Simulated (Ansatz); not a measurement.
Suppose WF3 takes space group R-3m (No. 166), with W on 3a; F on 9d.

Level of theory: DFT PBE, scalar-relativistic, plane waves, PAW in Ansatz. Cutoff 420 eV, Γ-centred mesh, Gaussian smearing, collinear spin.

The zero of energy is the elements' standard structures at the same level (F₂ as a molecule); no fitted shifts are applied.

Question: Which cell and coordinates does it relax to?

Answer:

Space group R-3m:H (No. 166). a = 5.844 Å, b = 5.844 Å, c = 7.264 Å, α = 90.00°, β = 90.00°, γ = 120.00°
```json
{"atom": "W", "site": "3a", "symmetry": "-3m", "x": "0.0000", "y": "0.0000", "z": "0.0000"}
{"atom": "F", "site": "9d", "symmetry": ".2/m", "x": "0.1667", "y": "0.3333", "z": "0.8333"}
```

Around W lie 6 F at 2.08 Å; F is surrounded by 2 W at 2.08 Å. Another local minimum with the same sites may exist.

Question: And its energy and gap?

Answer: The energy over the elements is −1.796 eV/atom, the gap on the 12×12×12 mesh of the 4-atom cell is 0.21 eV and the net moment per atom is 0.75 μB. The moment by site is W 1.5 μB. A negative formation energy is needed for stability but isn't enough: competing phases decide.

The last run used collinear spin and Gaussian smearing of 0.01 eV. Spin–orbit coupling, which can matter for W, is left out. Kohn–Sham gaps at this level usually fall short of measured ones. The magnetic state reached may not be the lowest. Small gaps are read on the mesh alone, and bands can cross between its points. Symmetry constrained the relaxation, so the result can be a saddle point. Site moments count only spheres around the atoms; the net moment includes the space between them.
